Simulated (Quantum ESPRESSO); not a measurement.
Parts of the isotropic shielding in KI, by PBE GIPAW on JTH datasets (Quantum ESPRESSO, modified build), 20 Ha, k-mesh 5×5×5 shifted:

```
CELL_PARAMETERS angstrom
      0.00000     3.52472     3.57786
      3.52472     0.00000     3.57786
      3.52472     3.52472     0.00000
ATOMIC_POSITIONS crystal
  K  0.00000 0.00000 0.00000
  I  0.50000 0.50000 0.50000
```
The cell was made here from a computed Materials Project entry: strained by +1 % along the cube axis and by -0.5 % across it, atoms relaxed (PBE without dispersion, pw.x of Quantum ESPRESSO, symmetry kept). The parent is KI in Fm-3m. Stability against distortions was not tested.

The core term is that of the free atom's frozen core; the paramagnetic column sums the reconstruction terms. These are absolute shieldings with no macroscopic susceptibility term; δ = σ_ref − σ needs a reference computed alike. By our sweeps, such settings leave a few ppm in absolute σ on light atoms and up to some 20 ppm from Zn on. No spin–orbit coupling; I is the heaviest element present. No d partial waves on I: the paramagnetic term there is incompletely reconstructed. The structure is static (0 K, no zero-point motion).

```
site          core  bare (smooth current)  diamagnetic correction  paramagnetic corrections  σ_iso (ppm)
----------  ------  ---------------------  ----------------------  ------------------------  -----------
K (atom 1)  1193.4                   88.4                    22.2                         ?            ?
I (atom 2)  5697.1                   63.8                    -7.1                         ?            ?
```

### Question
What belongs in the gaps?

### Answer

- K (atom 1), paramagnetic corrections: -161.5
- K (atom 1), σ_iso (ppm): 1142.5
- I (atom 2), paramagnetic corrections: -887.1
- I (atom 2), σ_iso (ppm): 4866.6
